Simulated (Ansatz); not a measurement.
## Ge: energy along a strain

Ge, Cmcm, a = 2.976 Å, b = 5.189 Å, c = 4.728 Å (as given, not relaxed at this level: 0.4 GPa, forces to 0.01 eV/Å). This isn't the element's structure at ambient conditions. Ansatz: PBEsol, PAW, 420 eV, Γ-centred 18×18×10 mesh on 2 atoms, Gaussian smearing 0.15 eV; no spin polarisation. Cell vectors (Å): 1.488 -2.595 0.000; 1.488 2.595 0.000; 0.000 0.000 4.728. The cell is strained by x per cent times the pattern (1 1 0 0 0 0) in the order xx yy zz yz xz xy (engineering shears), with fractional coordinates held. y is the free energy over the start, V0 = 18.253 Å³/atom.

| x (%) | y (meV/atom) |
| --- | --- |
| -2.00 | ? |
| -1.50 | 4.93 |
| -1.00 | 2.39 |
| -0.50 | 0.76 |
| 0.00 | 0.00 |
| 0.50 | 0.09 |
| 1.00 | 1.03 |
| 1.50 | 2.85 |
| 1.75 | 4.10 |
| 2.00 | 5.57 |

Problem. Fit y = c1 x + c2 x² + c3 x³ to the other rows, get the stiffness along the pattern, and predict the missing energy.

Solution. Least squares on the rows shown. y = −0.6903 x + 1.729 x² + 0.002969 x³. The clamped-ion stiffness p·C·p = 2 × 17.29 eV × 160.2 / 18.253 Å³ = 303 GPa (second derivative at the start, which stands under stress). At x = -2.00 the fit asked for gives 8.27 meV/atom. The run gave 8.42 meV/atom, so the fit is 0.15 meV/atom too low, 1.8 % of the span of the series, against an rms of 0.01 meV/atom on the fitted rows. The row lies outside the fitted range. With a term in x⁴ added, a fit to the same known rows predicts 8.43 meV/atom, so most of the miss is curvature that the known rows already hold.